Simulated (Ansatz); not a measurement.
A geometry of W away from equilibrium: step 4 of the relaxation of a generated trial cell of W in the AFLOW prototype A_cI16_220_c (as in Li). All values below come from r2SCAN (plane waves to 500 eV, PAW, scalar-relativistic; Ansatz, a first-principles code). Γ-centred k-mesh 11×11×11 on the run's cell, Fermi–Dirac smearing 0.05 eV. The plane waves were selected for a different cell earlier on the path.

```
W
1.0
   -3.13278     3.13278     3.13278
    3.13278    -3.13278     3.13278
    3.13278     3.13278    -3.13278
W
8
Direct
  0.47123   0.47123   0.47123
  0.50000   0.00000   0.02877
  0.00000   0.02877   0.50000
  0.02877   0.50000   0.00000
  0.97123   0.97123   0.97123
  0.50000   0.00000   0.52877
  0.00000   0.52877   0.50000
  0.52877   0.50000   0.00000
```

Question: What forces act on the atoms (eV/Å)?

Answer: 
```
atom     Fx     Fy     Fz
----  -----  -----  -----
W1     1.25   1.25   1.25
W2    -1.25  -1.25   1.25
W3    -1.25   1.25  -1.25
W4     1.25  -1.25  -1.25
W5     1.25   1.25   1.25
W6    -1.25  -1.25   1.25
W7    -1.25   1.25  -1.25
W8     1.25  -1.25  -1.25
```

The path ends in Im-3m (No. 229) (bcc (W type)). No spin polarisation in the result.

The run could not lose the symmetry of its start.
